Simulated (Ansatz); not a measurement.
A crystal relaxed with r2SCAN in Ansatz 0.2.0 has space group Amm2 (No. 38) and a = 3.531 Å, b = 7.119 Å, c = 10.112 Å.

```json
{"atom": "B", "site": "2a", "x": "0.0000", "y": "0.5000", "z": "0.4975"}
{"atom": "B", "site": "4e", "x": "0.5000", "y": "0.7455", "z": "0.2508"}
{"atom": "Xx", "site": "2a", "x": "0.0000", "y": "0.5000", "z": "0.9987"}
{"atom": "As", "site": "2b", "x": "0.5000", "y": "0.5000", "z": "0.6240"}
{"atom": "As", "site": "4d", "x": "0.0000", "y": "0.2330", "z": "0.8672"}
{"atom": "As", "site": "2b", "x": "0.5000", "y": "0.5000", "z": "0.1438"}
```

With r2SCAN the valence top lies at Γ and the conduction bottom at T, 0.61 eV higher; the smallest vertical gap, at Γ, is 0.79 eV. HSE06 gives an indirect gap of 1.05 eV, from Γ to T; the least direct gap is 1.22 eV at Γ. Meshes: r2SCAN 8×4×4, HSE06 4×4×4.

Task: Which element is Xx?
A. In
B. Al
C. Ga
D. Tl

Result: C. Xx is Ga: GaB₃As₄, ordered on the zincblende lattice (Amm2) with 8 atoms a cell. Around B lie 4 As at 2.12–2.18 Å; around B lie 4 As at 2.06–2.22 Å; around Ga lie 4 As at 2.30–2.32 Å; around As lie 4 B at 2.18–2.22 Å; around As lie 3 B at 2.12 Å and 1 Ga at 2.32 Å; around As lie 2 B at 2.06 Å and 2 Ga at 2.30 Å.

The calculation is spin-unpolarised, and the structure need not be a phase that has been made.

The runs are scalar-relativistic, without spin-orbit coupling.

The meshes of the hybrids are coarse, so their gaps aren't converged to the digits shown.
